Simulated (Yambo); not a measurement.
Yambo run on Ba2CdB2O6 (space group C2/m, No. 12). The wavefunctions come from this Quantum ESPRESSO step (PBEsol, PseudoDojo standard norm-conserving files, scalar-relativistic):

```
&CONTROL
  calculation = 'nscf'
  pseudo_dir = './pseudo'
  outdir = './out'
/
&SYSTEM
  ibrav = 0
  nat = 11
  ntyp = 4
  ecutwfc = 102.0
  ecutrho = 408.0
  occupations = 'fixed'
  force_symmorphic = .true.
  nbnd = 242
/
&ELECTRONS
  conv_thr = 1.1000000000000001e-08
  diago_full_acc = .true.
  diago_thr_init = 1e-08
/
ATOMIC_SPECIES
B 10.8100 B.upf
O 15.9990 O.upf
Cd 112.4140 Cd.upf
Ba 137.3270 Ba.upf
CELL_PARAMETERS angstrom
  4.902015000000  -2.702250000000   0.000000000000
  4.902015000000   2.702250000000   0.000000000000
 -3.171558000000   0.000000000000   5.977536000000
ATOMIC_POSITIONS crystal
B   0.439300000000   0.439300000000   0.238100000000
B   0.560700000000   0.560700000000   0.761900000000
O   0.297670000000   0.744310000000   0.271700000000
O   0.702330000000   0.255690000000   0.728300000000
O   0.255690000000   0.702330000000   0.728300000000
O   0.744310000000   0.297670000000   0.271700000000
O   0.282280000000   0.282280000000   0.173520000000
O   0.717720000000   0.717720000000   0.826480000000
Cd   0.000000000000   0.000000000000   0.000000000000
Ba   0.789920000000   0.789920000000   0.310430000000
Ba   0.210080000000   0.210080000000   0.689570000000
K_POINTS automatic
2 2 2 0 0 0
```

Yambo input:

```
rim_cut
gw0
dyson
el_el_corr
HF_and_locXC
ppa
em1d
RandQpts= 1000000
RandGvec= 1 Ry
EXXRLvcs= 102 Ry
VXCRLvcs= 408 Ry
Chimod= "HARTREE"
% BndsRnXp
 5 | 241 |
%
NGsBlkXp= 7 Ry
% LongDrXp
 1.0 | 1.0 | 1.0 |
%
PPAPntXp= 27.2114 eV
% GbndRnge
 1 | 241 |
%
GTermKind= "BG"
DysSolver= "n"
ExtendOut
% QPkrange
 1 | 1 | 41 | 42 |
 2 | 2 | 41 | 42 |
 3 | 3 | 41 | 42 |
 4 | 4 | 41 | 42 |
 5 | 5 | 41 | 42 |
 6 | 6 | 41 | 42 |
%
```

k points by index: 1 = Γ, 2 = (0, 0, -0.5), 3 = (0, -0.5, 0), 4 = (0, -0.5, -0.5), 5 = (-0.5, -0.5, 0), 6 = (-0.5, -0.5, -0.5).

The o-*.qp file then holds:

```
#    K-point    Band    Eo [eV]    E [eV]    E-Eo [eV]    Vxc [eV]    Vnlxc [eV]    Sc|Eo [eV]    Sc|E [eV]    dSc/dw|Eo [eV]    Re(Z)    Im(Z)
#
    1    41    0.000000    -0.921470    -0.921470    -20.08950    -25.63055    4.379589    4.619578    -7.085997    0.793393    -0.001246
    1    42    2.956005    3.937665    0.981660    -12.56264    -7.897805    -3.505836    -3.683172    -4.915336    0.847001    -0.888199E-3
    2    41    -0.037361    -0.969647    -0.932286    -19.88938    -25.51423    4.447849    4.692559    -7.141553    0.792110    -0.001260
    2    42    4.147889    5.470136    1.322247    -14.53221    -9.316979    -3.636323    -3.892987    -5.281725    0.837450    -0.963915E-3
    3    41    -0.399961    -1.419506    -1.019545    -19.16408    -24.79739    4.350385    4.613767    -7.028749    0.794720    -0.001184
    3    42    4.793621    6.149957    1.356336    -15.31699    -10.27177    -3.414205    -3.688887    -5.510291    0.831599    -0.001403
    4    41    -0.336839    -1.338602    -1.001763    -19.15975    -24.80043    4.378457    4.638909    -7.073920    0.793673    -0.001198
    4    42    4.940698    6.342961    1.402264    -15.58117    -10.45627    -3.435452    -3.722632    -5.572613    0.830020    -0.651100E-3
    5    41    -0.178717    -1.126170    -0.947453    -20.01235    -25.44470    4.240743    4.484898    -7.011329    0.795124    -0.001256
    5    42    4.182332    5.491691    1.309358    -14.36242    -9.298834    -3.501168    -3.754229    -5.258843    0.838040    -0.936196E-3
    6    41    -0.137023    -1.120300    -0.983277    -19.39950    -24.97489    4.337496    4.592108    -7.045268    0.794337    -0.001262
    6    42    4.416729    5.765064    1.348336    -14.83746    -9.714348    -3.508125    -3.774774    -5.381027    0.834898    -0.983673E-3
```
(The two width columns are left out.) Convergence of these settings isn't established.

Spin-orbit coupling is not included.

Geometry of the Materials Project entry, not relaxed at this level.

The structure is a Materials Project entry; no match was found in the copy of COD used, and its stability was not checked.
